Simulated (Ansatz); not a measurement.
## Pt (Fm-3m), a vibration from a frozen displacement

The calculation used DFT PBEsol, scalar-relativistic, plane waves, PAW in Ansatz. The runs took a 420 eV cutoff, a Γ-centred 10×10×10 mesh and Gaussian smearing (0.15 eV). Spin–orbit coupling is left out, which matters for the heavy elements here. No spin polarisation. Energies are free energies at this smearing, counted from the undisturbed cell; pressure is positive in compression.

The starting cell (as given, not relaxed at this level; it stands at 0.6 GPa):

```
Pt
1.0
     0.00000    3.91580    3.91580
     3.91580    0.00000    3.91580
     3.91580    3.91580    0.00000
Pt
8
Direct
  0.00000 0.00000 0.00000
  0.00000 0.00000 0.50000
  0.00000 0.50000 0.00000
  0.00000 0.50000 0.50000
  0.50000 0.00000 0.00000
  0.50000 0.00000 0.50000
  0.50000 0.50000 0.00000
  0.50000 0.50000 0.50000
```

Atom 1 (Pt) is moved by x along the Cartesian unit vector (0.707, 0.707, 0.000); the cell and all other atoms stay fixed. The cell's volume is 120.09 Å³; the moved atoms weigh 195.084 u together and the others 1365.588 u. Some rows repeat others by symmetry and weren't run.

| x (Å) | ΔE (meV/cell) | total force on the moved atoms along the move (eV/Å) | pressure (GPa) |
| --- | --- | --- | --- |
| -0.3000 | 626.74 | 4.3521 | 4.1789 |
| -0.2625 | 475.30 | 3.7318 | 3.3293 |
| -0.2250 | 346.42 | 3.1466 | 2.5986 |
| -0.1875 | 238.97 | 2.5874 | 1.9839 |
| -0.1500 | 152.12 | 2.0478 | 1.4830 |
| -0.1125 | 85.20 | 1.5231 | 1.0944 |
| -0.0750 | 37.75 | 1.0092 | 0.8173 |
| -0.0375 | 9.42 | 0.5028 | 0.6512 |
| 0.0000 | 0.00 | 0.0000 | 0.5959 |
| 0.0375 | 9.42 | -0.5028 | 0.6512 |
| 0.0750 | 37.75 | -1.0092 | 0.8173 |
| 0.1125 | 85.20 | -1.5231 | 1.0944 |
| 0.1500 | 152.12 | -2.0478 | 1.4830 |
| 0.1875 | 238.97 | -2.5874 | 1.9839 |
| 0.2250 | 346.42 | -3.1466 | 2.5986 |
| 0.2625 | 475.30 | -3.7318 | 3.3293 |
| 0.3000 | 626.74 | -4.3521 | 4.1789 |

Problem. What frequency belongs to this motion?

Solution. The force constant is k = −dF/dx = 13.407 eV/Å², from the parabola through x = -0.0375, 0 and 0.0375. In every cell the moved atoms swing against the rest, so the mass is μ = m₁m₂/(m₁ + m₂) = 170.698 u, and ν̃ = 521.5 cm⁻¹ × √(|k|/μ) = 146 cm⁻¹. The pattern needn't be a normal mode: ν̃² is then a weighted mean of the squared nonzero frequencies at the zone centre of this cell, so it lies between the lowest and the highest of them.

Problem. How far does the harmonic law reach?

Solution. At x = -0.300 Å, kx²/2 = 603.30 meV against the computed 626.74 meV (+3.9 %): the well is still close to harmonic there.

Problem. The pressure changes with x². What does that say about the frequency under compression?

Solution. With E = k(V)x²/2, k ∝ V^(−2γ) and x scaling with the cell as V^(1/3), P − P0 = −∂E/∂V = (2γ − 2/3) ΔE/V. At x = 0.0750 Å, V(P − P0) = 120.09 × 0.22141 / 160.2 eV = 165.95 meV and ΔE = 37.75 meV, so γ = 1/3 + V(P − P0)/(2ΔE) = 2.53. This is the Grüneisen parameter of the motion under uniform scaling of the cell: shrinking the cell evenly by 1 % in volume raises the frequency by about 2.53 %.

In a metal these slopes depend on the k mesh and the smearing.